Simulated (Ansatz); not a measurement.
The cell of Ca2SiSe6 is invented: random cell by space group and Wyckoff sites (Immm, No. 71). Its size is a rough estimate.

```cif
data_structure
_symmetry_space_group_name_H-M 'Immm'
_symmetry_Int_Tables_number 71
_cell_length_a 6.4725
_cell_length_b 6.4853
_cell_length_c 8.4014
_cell_angle_alpha 90.000
_cell_angle_beta 90.000
_cell_angle_gamma 90.000
_cell_volume 352.66
loop_
_atom_site_label
_atom_site_type_symbol
_atom_site_symmetry_multiplicity
_atom_site_Wyckoff_symbol
_atom_site_fract_x
_atom_site_fract_y
_atom_site_fract_z
_atom_site_occupancy
Ca1 Ca 4 g 0.00000 0.88356 0.00000 1
Si1 Si 2 b 0.50000 0.00000 0.00000 1
Se1 Se 8 k 0.25000 0.75000 0.25000 1
Se2 Se 4 g 0.00000 0.29426 0.00000 1
```

All numbers below come from DFT PBE, scalar-relativistic, plane waves, PAW (Ansatz). Cutoff 420 eV, Gaussian smearing, Γ-centred meshes. Cell and atoms relax first on a coarse mesh and then on a finer one. In between, the cell is made exact in the group found at 0.06 Å. In metals the finer mesh still leaves noise of several meV/atom or more. The steps can't lower the symmetry of their start. No spin polarisation.

A guess keeps its type if space group and coordination stay and the shape of the cell changes little (axis ratios within about 15 %, angles within 6°); the volume may change.

Q: Does it keep its structure type, or change into something else?

A: It doesn't keep its type. The symmetry stays Immm (No. 71). The volume per atom grows by 65.8 %, from 19.6 to 32.5 Å³. The shortest distance goes from 1.15 Å (Ca–Se) to 2.22 Å (Se–Se). Counting neighbours within 15 % of an atom's shortest distance, the start has Ca 1, Se 1/4, Si 12 and the end Ca 6, Se 1/4, Si 4. In detail, at the end around Ca lie 4 Se at 2.89 Å, 2 Si at 3.22 Å, 1 Se at 3.37 Å and 1 Ca at 3.60 Å; around Si lie 4 Ca at 3.22 Å; Se on a site of symmetry -1 is surrounded by 2 Se at 2.67 Å, 2 Ca at 2.89 Å and 2 Se at 3.27 Å; 1 more site not described.

```yaml
crystal:
  lattice:
    - [-2.66501, 4.36800, 6.27876]
    - [2.66501, -4.36800, 6.27876]
    - [2.66501, 4.36800, -6.27876]
  atoms:
    - { symbol: Ca, position: [0.14350, 0.14350, 0.00000] }
    - { symbol: Ca, position: [0.85650, 0.85650, 0.00000] }
    - { symbol: Si, position: [0.00000, 0.50000, 0.50000] }
    - { symbol: Se, position: [0.00000, 0.00000, 0.50000] }
    - { symbol: Se, position: [0.50000, 0.50000, 0.50000] }
    - { symbol: Se, position: [0.50000, 0.00000, 0.00000] }
    - { symbol: Se, position: [0.00000, 0.50000, 0.00000] }
    - { symbol: Se, position: [0.58832, 0.58832, 0.00000] }
    - { symbol: Se, position: [0.41168, 0.41168, 0.00000] }
```

The last run used an 8×8×8 mesh for its 9-atom cell and Gaussian smearing of 0.10 eV. The cell is a metal run without spin; a magnetic state may lie lower. A structure relaxed within its symmetry needn't be a true minimum.

In counts of neighbours, a slash parts the counts of unlike sites.
